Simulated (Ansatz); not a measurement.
Task: Cd (hcp (Mg type), P6_3/mmc) is relaxed with r²SCAN+D4 (plane waves, PAW; program Ansatz). What lattice parameters of the conventional cell result?

Result: a = 2.979 Å, c = 5.553 Å.

Symmetry was held in the r²SCAN+D4 relaxation. The pairwise dispersion correction was not fitted to metals. Axis ratios of metals converge slowly with the k-mesh, so a and c are less sure than the volume.

Potentials: the later of the program's two PAW sets.
